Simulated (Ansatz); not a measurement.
The start is a relaxed Te cell displaced along its unstable phonon at q = Γ (172i cm⁻¹), largest move 0.15 Å. The structure is fully relaxed (lattice and positions, P = 0) with PBE (plane waves to 420 eV, PAW, scalar-relativistic; Ansatz, a program for electronic structure). The first steps use a coarse 7×7×5 k-mesh.

Starting cell:
```
Te
1.0
    5.24761     0.00000     0.00000
   -2.62381     4.54456     0.00000
    0.00000     0.00000     6.30411
Te
4
Direct
  0.98350   0.96699   0.25000
  0.98350   0.96699   0.75000
  0.34984   0.69967   0.25000
  0.68317   0.36634   0.75000
```

| Item | Result |
|---|---|
| Largest initial force | 0.14 eV/Å, on Te3 (atoms numbered as listed) |
| Energy released | 0.01 eV/atom |
| Volume change | +2.7 %, from 37.59 to 38.59 Å³/atom |
| Relative to the parent | It does not go back: it reaches Amm2 (No. 38), 0.06 eV/atom below the parent |
| Optimiser moves | 17 |

It ends as:

```cif
data_Te8
_chemical_formula_sum 'Te8'
_space_group_name_H-M_alt 'Amm2'
_space_group_IT_number 38
_space_group_name_Hall 'A 2 -2'
_cell_length_a 6.38102
_cell_length_b 4.77380
_cell_length_c 10.13363
_cell_angle_alpha 90.000
_cell_angle_beta 90.000
_cell_angle_gamma 90.000
loop_
_atom_site_label
_atom_site_type_symbol
_atom_site_symmetry_multiplicity
_atom_site_Wyckoff_symbol
_atom_site_fract_x
_atom_site_fract_y
_atom_site_fract_z
_atom_site_occupancy
Te1 Te 2 a 0.00000 0.00000 0.98865 1
Te2 Te 2 b 0.50000 0.50000 0.47517 1
Te3 Te 2 a 0.00000 0.00000 0.33866 1
Te4 Te 2 b 0.50000 0.50000 0.19751 1
```
(The calculation used a cell of 4 atoms; values per cell refer to that cell.)

Final values are on a 8×11×11 k-mesh of the relaxed cell. No spin polarisation in the result.

The run could not lose the symmetry of its start: the end is stationary, and may be a saddle point rather than a minimum.

The relaxed structure here is a generated cell of Te: the first start was made by placing the elements on the sites of a structure type, and the end was not matched to a known phase here, so it may be hypothetical. Known forms of Te include space group No. 152.
